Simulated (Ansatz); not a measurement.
An Ansatz (a program for electronic structure) run. Input:

Ansatz 0.2 input:
```yaml
crystal:
  lattice:
    - [0.0, 5.3307958196, 5.3307958196]
    - [5.3307958196, 0.0, 5.3307958196]
    - [5.3307958196, 5.3307958196, 0.0]
  atoms:
    - { symbol: Mg, position: [0.5, 0.5, 0.5] }
    - { symbol: Mg, position: [0.75, 0.75, 0.75] }
    - { symbol: In, position: [0.125, 0.125, 0.125] }
    - { symbol: In, position: [0.625, 0.125, 0.125] }
    - { symbol: In, position: [0.125, 0.125, 0.625] }
    - { symbol: In, position: [0.125, 0.625, 0.125] }
    - { symbol: S, position: [0.353669077, 0.8821103077, 0.8821103077] }
    - { symbol: S, position: [0.3678896923, 0.3678896923, 0.896330923] }
    - { symbol: S, position: [0.8821103077, 0.353669077, 0.8821103077] }
    - { symbol: S, position: [0.3678896923, 0.3678896923, 0.3678896923] }
    - { symbol: S, position: [0.8821103077, 0.8821103077, 0.8821103077] }
    - { symbol: S, position: [0.3678896923, 0.896330923, 0.3678896923] }
    - { symbol: S, position: [0.8821103077, 0.8821103077, 0.353669077] }
    - { symbol: S, position: [0.896330923, 0.3678896923, 0.3678896923] }
kpoints:
  mp_grid: { grid: [5, 5, 5] }
hamiltonian:
  xc: lda
  pseudopotentials: { kind: paw }
scf:
  occupations: { method: fixed }
elastic: { mode: relaxed_ion, stencil: two_point, amplitude: 0.005, f_tol: 0.0005 }
```

Output (shortened):

```
Pseudopotential: Mg, paw, valence charge 10
Pseudopotential: In, paw, valence charge 13
Pseudopotential: S, paw, valence charge 6
Functional definition: SPW92
Crystal: 14 atoms, lattice volume = 302.975 Å³
Basis set: ecut = 420 eV, 5961 PW (Γ)
Bands: 74, of which v1, the nominal top of the filled ones, is band 60 counted from 1 (59 counted from 0)
Symmetry: 48 space group operations
Space group: Fd-3m (ITA 227), of the structure as read, at distance tolerance 6.7e-5 Å
k-points: 10 of 125
SCF 1 converged in 12 iterations: F = -32600.055531 eV  dr2 = 4.10e-15
Crystal: 14 atoms, lattice volume = 301.460 Å³
Basis set: ecut = 420 eV, 5945 PW (Γ)
Symmetry: 16 space group operations
k-points: 18 of 125
SCF 2 converged in 11 iterations: F = -32600.052517 eV  dr2 = 4.73e-14
relax step   1: F+E_penalty+E_count = -32600.05251711 eV  Δ(F+E_penalty+E_count) = +0.000e0 eV  max|allowed force component| = 3.633e-2 eV/Å  Δτ_max = 0.0000 Å  (11 SCF iters, accepted)
Crystal: 14 atoms, lattice volume = 301.460 Å³
SCF 3 converged in 9 iterations: F = -32600.053328 eV  dr2 = 6.41e-14
relax step   2: F+E_penalty+E_count = -32600.05332754 eV  Δ(F+E_penalty+E_count) = -8.104e-4 eV  max|allowed force component| = 6.298e-3 eV/Å  Δτ_max = 0.0051 Å  (9 SCF iters, accepted)
Crystal: 14 atoms, lattice volume = 301.460 Å³
SCF 4 converged in 8 iterations: F = -32600.053398 eV  dr2 = 5.40e-14
relax step   3: F+E_penalty+E_count = -32600.05339817 eV  Δ(F+E_penalty+E_count) = -7.063e-5 eV  max|allowed force component| = 1.128e-4 eV/Å  Δτ_max = 0.0020 Å  (8 SCF iters, accepted)
Crystal: 14 atoms, lattice volume = 301.460 Å³
SCF 5 converged in 2 iterations: F = -32600.053398 eV  dr2 = 1.72e-14
Crystal: 14 atoms, lattice volume = 304.489 Å³
SCF 6 converged in 11 iterations: F = -32600.052488 eV  dr2 = 5.17e-14
relax step   1: F+E_penalty+E_count = -32600.05248751 eV  Δ(F+E_penalty+E_count) = +0.000e0 eV  max|allowed force component| = 3.322e-2 eV/Å  Δτ_max = 0.0000 Å  (11 SCF iters, accepted)
Crystal: 14 atoms, lattice volume = 304.489 Å³
SCF 7 converged in 9 iterations: F = -32600.053268 eV  dr2 = 4.61e-14
relax step   2: F+E_penalty+E_count = -32600.05326754 eV  Δ(F+E_penalty+E_count) = -7.800e-4 eV  max|allowed force component| = 1.381e-3 eV/Å  Δτ_max = 0.0064 Å  (9 SCF iters, accepted)
Crystal: 14 atoms, lattice volume = 304.489 Å³
SCF 8 converged in 7 iterations: F = -32600.053269 eV  dr2 = 2.81e-14
relax step   3: F+E_penalty+E_count = -32600.05326860 eV  Δ(F+E_penalty+E_count) = -1.065e-6 eV  max|allowed force component| = 1.036e-5 eV/Å  Δτ_max = 0.0002 Å  (7 SCF iters, accepted)
Crystal: 14 atoms, lattice volume = 304.489 Å³
SCF 9 converged in 2 iterations: F = -32600.053269 eV  dr2 = 7.40e-15
Crystal: 14 atoms, lattice volume = 302.973 Å³
Symmetry: 8 space group operations
k-points: 27 of 125
SCF 10 converged in 12 iterations: F = -32600.054500 eV  dr2 = 9.10e-15
relax step   1: F+E_penalty+E_count = -32600.05449984 eV  Δ(F+E_penalty+E_count) = +0.000e0 eV  max|allowed force component| = 2.691e-2 eV/Å  Δτ_max = 0.0000 Å  (12 SCF iters, accepted)
Crystal: 14 atoms, lattice volume = 302.973 Å³
SCF 11 converged in 10 iterations: F = -32600.054596 eV  dr2 = 1.72e-14
relax step   2: F+E_penalty+E_count = -32600.05459551 eV  Δ(F+E_penalty+E_count) = -9.567e-5 eV  max|allowed force component| = 1.218e-2 eV/Å  Δτ_max = 0.0033 Å  (10 SCF iters, accepted)
Crystal: 14 atoms, lattice volume = 302.973 Å³
SCF 12 converged in 9 iterations: F = -32600.054622 eV  dr2 = 2.07e-14
relax step   3: F+E_penalty+E_count = -32600.05462163 eV  Δ(F+E_penalty+E_count) = -2.612e-5 eV  max|allowed force component| = 8.655e-4 eV/Å  Δτ_max = 0.0016 Å  (9 SCF iters, accepted)
Crystal: 14 atoms, lattice volume = 302.973 Å³
SCF 13 converged in 7 iterations: F = -32600.054622 eV  dr2 = 3.04e-14
relax step   4: F+E_penalty+E_count = -32600.05462200 eV  Δ(F+E_penalty+E_count) = -3.707e-7 eV  max|allowed force component| = 2.281e-4 eV/Å  Δτ_max = 0.0001 Å  (7 SCF iters, accepted)
Crystal: 14 atoms, lattice volume = 302.973 Å³
SCF 14 converged in 2 iterations: F = -32600.054622 eV  dr2 = 1.12e-14
Crystal: 14 atoms, lattice volume = 302.973 Å³
SCF 15 converged in 12 iterations: F = -32600.054500 eV  dr2 = 8.96e-15
relax step   1: F+E_penalty+E_count = -32600.05449978 eV  Δ(F+E_penalty+E_count) = +0.000e0 eV  max|allowed force component| = 2.691e-2 eV/Å  Δτ_max = 0.0000 Å  (12 SCF iters, accepted)
Crystal: 14 atoms, lattice volume = 302.973 Å³
SCF 16 converged in 10 iterations: F = -32600.054622 eV  dr2 = 2.29e-14
relax step   2: F+E_penalty+E_count = -32600.05462162 eV  Δ(F+E_penalty+E_count) = -1.218e-4 eV  max|allowed force component| = 6.336e-4 eV/Å  Δτ_max = 0.0047 Å  (10 SCF iters, accepted)
Crystal: 14 atoms, lattice volume = 302.973 Å³
SCF 17 converged in 8 iterations: F = -32600.054622 eV  dr2 = 1.18e-14
relax step   3: F+E_penalty+E_count = -32600.05462194 eV  Δ(F+E_penalty+E_count) = -3.162e-7 eV  max|allowed force component| = 2.935e-4 eV/Å  Δτ_max = 0.0002 Å  (8 SCF iters, accepted)
Crystal: 14 atoms, lattice volume = 302.973 Å³
SCF 18 converged in 2 iterations: F = -32600.054622 eV  dr2 = 4.15e-15
SCF converged after 12 iterations
Free energy (F): -32600.055531 eV
Harris-Foulkes:  -32600.055531 eV  (|F-HF|=3.64e-12)
Internal energy: -32600.055531 eV  (E = F + TS)
E sigma→0 (E₀):  -32600.055531 eV
Fermi energy:    6.039747 eV
--- Per-component energies (eV) ---
  E_band       = -900.620331
  E_kinetic    = 1997.557214
  E_local      = -9725.158581  (includes V_loc(G=0)·N_el)
  E_nonlocal   = 1917.033144
  E_hartree    = 3714.002357
  E_xc         = -1682.029838
  E_vxc        = -1182.513767  (∫ρ·V_xc dr)
  E_paw        = -21168.730774  (= ΣΔE_a)
  E_vpaw       = -1335.543163  (= ΣTr[D̂ρ^β])
  E_aug_tail   = 0.000113  (compensation charges beyond the density's cutoff)
  E_ewald      = -7655.393850
  E_core_change = 2.664685  (= ΣΔE_core)
  E_smearing   =  0.000000  (= −TS)
  E_closure    = 0.000000  (closes the sum)
  Σ components = -32600.055531   (vs F -32600.055531, Δ=0.00e0)
--- Forces (eV/Å), atoms counted from 1 ---
  atom   1  Mg     0.00000000     0.00000000     0.00000000
  atom   2  Mg     0.00000000     0.00000000     0.00000000
  atom   3  In     0.00000000     0.00000000     0.00000000
  atom   4  In     0.00000000     0.00000000     0.00000000
  atom   5  In     0.00000000     0.00000000     0.00000000
  atom   6  In     0.00000000     0.00000000     0.00000000
  atom   7  S     -0.00015132     0.00015132     0.00015132
  atom   8  S     -0.00015132    -0.00015132     0.00015132
  atom   9  S      0.00015132    -0.00015132     0.00015132
  atom  10  S      0.00015132     0.00015132     0.00015132
  atom  11  S     -0.00015132    -0.00015132    -0.00015132
  atom  12  S     -0.00015132     0.00015132    -0.00015132
  atom  13  S      0.00015132     0.00015132    -0.00015132
  atom  14  S      0.00015132    -0.00015132    -0.00015132
  max |Σ_I F_I| component: 2.23e-17 eV/Å
--- Stress (GPa, compression-positive) ---
       -0.007570       0.000000       0.000000
        0.000000      -0.007570       0.000000
        0.000000       0.000000      -0.007570
  P = ⅓ Tr σ = -0.0076 GPa (-0.076 kbar)
--- Band table (eV; the first three rows and the last of 10) ---
  k-point 0: bands = ["-67.8812", "-67.8812", "-35.3100", "-35.3100", "-35.3100", "-35.3100", "-35.3100", "-35.3100", "-7.9962", "-7.9962", "-7.9962", "-7.5619", "-7.5094", "-7.5094", "-7.4337", "-7.4337", "-7.4337", "-7.3595", "-7.3595", "-7.3595", …
  k-point 1: bands = ["-67.8812", "-67.8812", "-35.3100", "-35.3100", "-35.3100", "-35.3100", "-35.3100", "-35.3100", "-7.9947", "-7.9592", "-7.9592", "-7.5386", "-7.5359", "-7.5359", "-7.4619", "-7.4619", "-7.4338", "-7.3603", "-7.3547", "-7.3547", …
  k-point 2: bands = ["-67.8812", "-67.8812", "-35.3100", "-35.3100", "-35.3100", "-35.3100", "-35.3100", "-35.3100", "-7.9927", "-7.8649", "-7.8649", "-7.6519", "-7.6519", "-7.4934", "-7.4715", "-7.4715", "-7.4341", "-7.3643", "-7.3492", "-7.3492", …
  k-point 9: bands = ["-67.8812", "-67.8812", "-35.3100", "-35.3100", "-35.3100", "-35.3100", "-35.3100", "-35.3100", "-7.9183", "-7.8707", "-7.7824", "-7.7508", "-7.6374", "-7.5885", "-7.4602", "-7.4492", "-7.4432", "-7.3929", "-7.3530", "-7.3494", …
--- Elastic constants: 2 strain directions × 2 members + reference (group order 48) ---
  dense FFT box of the reference and of every strained cell: 54×54×54
  strains applied: 11, 23; error gains: componentwise 1.00 (the most a stress slope's error grows in a printed constant), spectral 1.73 (1 for all six strains …
  C = ∂σ_k/∂η_j (tension-positive GPa; Voigt order 11 22 33 23 13 12):
        93.141     65.639     65.639      0.000      0.000      0.000
        65.639     93.141     65.639      0.000      0.000      0.000
        65.639     65.639     93.141      0.000      0.000      0.000
         0.000      0.000      0.000     38.584      0.000      0.000
         0.000      0.000      0.000      0.000     38.584      0.000
         0.000      0.000      0.000      0.000      0.000     38.584
  reference stress σ⁰ (GPa):      0.008      0.008      0.008      0.000      0.000      0.000
  moduli (Voigt/Reuss/Hill, GPa): K = 74.81/74.81/74.81   G = 28.65/22.40/25.53   E = 68.76   ν = 0.347
  mechanically stable: yes (min eigenvalue of sym C = 27.50 GPa)
  strain η (Voigt 11):  stress-route row diagonal C_11 = 93.14 GPa, energy-path curvature d²(F+E_count+ΔE)/dδ²/Ω₀ = 93.15 GPa
         δ    σ_11 (GPa)             F (eV)   n_scf  n_hpsi   n_pw
    -5.000e-3      -0.4602      -32600.0533982       2    9737   5945   relax 3 steps, max|allowed force component| 1.13e-4 eV/Å
     5.000e-3       0.4712      -32600.0532686       2    9642   5970   relax 3 steps, max|allowed force component| 1.04e-5 eV/Å
  strain η (Voigt 23):  stress-route row diagonal C_44 = 38.58 GPa, energy-path curvature d²(F+E_count+ΔE)/dδ²/Ω₀ = 38.58 GPa
         δ    σ_23 (GPa)             F (eV)   n_scf  n_hpsi   n_pw
    -5.000e-3      -0.1929      -32600.0546220       2   14424   5961   relax 4 steps, max|allowed force component| 2.28e-4 eV/Å
     5.000e-3       0.1929      -32600.0546219       2   14522   5961   relax 3 steps, max|allowed force component| 2.93e-4 eV/Å
```

Cost: around 7 core-minutes (rough) on shared cores.

The first step of the workflow began from a Materials Project structure, measured or hypothetical; the Crystallography Open Database files this formula in space group No. 227, but the cells were not matched. Whether it is the stable phase at ambient conditions was not checked. The cell was relaxed with LDA under the symmetry of its start; of distortions, only those at the zone centre were tested. Spin–orbit coupling is left out wherever it is not named.

Potentials: the later of the program's two PAW sets.

Ansatz is a plane-wave DFT program.
